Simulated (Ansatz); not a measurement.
Si₂W:
```cif
data_Si4W2
_chemical_formula_sum 'Si4 W2'
_space_group_name_H-M_alt 'I4/mmm'
_space_group_IT_number 139
_space_group_name_Hall '-I 4 2'
_cell_length_a 3.22930
_cell_length_b 3.22930
_cell_length_c 7.86797
_cell_angle_alpha 90.000
_cell_angle_beta 90.000
_cell_angle_gamma 90.000
loop_
_atom_site_label
_atom_site_type_symbol
_atom_site_symmetry_multiplicity
_atom_site_Wyckoff_symbol
_atom_site_fract_x
_atom_site_fract_y
_atom_site_fract_z
_atom_site_occupancy
Si1 Si 4 e 0.00000 0.00000 0.33457 1
W1 W 2 a 0.00000 0.00000 0.00000 1
```
(The calculation used a cell of 3 atoms; values per cell refer to that cell.)

Relaxed at zero pressure with PBE in the plane-wave PAW code Ansatz.

Problem. The volume is raised by 6 % and shape and atoms relax at that volume. What pressure results, and how do the axes share the change?

Solution. -11.1 GPa; a 2.1 %, b 2.1 %, c 1.7 %; the energy rises by 30 meV/atom.

Problem. Give the new structure.

Solution. 
Space group I4/mmm (No. 139); a = b = 3.297 Å, c = 8.002 Å, α = β = γ = 90.00°

| atom | site | symmetry | x | y | z |
|---|---|---|---|---|---|
| Si | 4e | 4mm | 0.0000 | 0.0000 | 0.3356 |
| W | 2a | 4/mmm | 0.0000 | 0.0000 | 0.0000 |

The phase is kept; no other phase was compared at this pressure.

The PBE relaxation kept the symmetry of its start. The run is not spin-polarised. Spin–orbit coupling is left out wherever it is not named.

Potentials: the earlier of the program's two PAW sets.
